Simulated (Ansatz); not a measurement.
Starting cell, SiO$_{2}$ (rutile):

```yaml
crystal:
  lattice:
    - [4.18520, 0.00000, 0.00000]
    - [0.00000, 4.18520, 0.00000]
    - [0.00000, 0.00000, 2.66883]
  atoms:
    - { symbol: Si, position: [0.50000, 0.50000, 0.50000] }
    - { symbol: Si, position: [0.00000, 0.00000, 0.00000] }
    - { symbol: O, position: [0.80610, 0.80610, 0.50000] }
    - { symbol: O, position: [0.30610, 0.69390, 0.00000] }
    - { symbol: O, position: [0.69390, 0.30610, 0.00000] }
    - { symbol: O, position: [0.19390, 0.19390, 0.50000] }
```

In each cell atom 3 (O, nearest neighbour Si at 1.760 Å; its periodic images, 2.7 Å or more away, move with it) moves by s·(0.000, 0.000, 1.000) (along Cartesian z), the rest being held.

Computed with r2SCAN (plane waves to 500 eV, PAW, scalar-relativistic; Ansatz, a program for electronic structure). k mesh 7×7×10 (Γ-centred), Fermi-Dirac smearing 0.05 eV. The energy includes the smearing's −TS. SiO2 was relaxed with its symmetry unable to fall. ΔE is measured from the undisplaced structure.

| s (Å) | ΔE (meV/cell) |
|---|---|
| -0.180 | 331 |
| -0.144 | 212 |
| -0.108 | 119 |
| -0.072 | withheld |
| -0.036 | 13 |
| 0.000 | 0 |
| 0.036 | 13 |
| 0.072 | withheld |
| 0.108 | 119 |
| 0.144 | 212 |
| 0.180 | 331 |

Fit an even polynomial form (powers 2, 4) to the given rows and predict ΔE at s = -0.072.

Least squares on the 9 given rows: ΔE = (10210)·s² + (190.1)·s⁴, in meV/cell with s in Å; root-mean-square residual 0.2 meV/cell. At -0.072 the fit gives 53 meV/cell; the calculation gives 53 meV/cell, the same to the digits shown. The quadratic term alone would give 53 meV/cell.

(For displaced atoms, the force is minus the slope of the energy, and its curvature is a force constant, which sets phonon frequencies.)
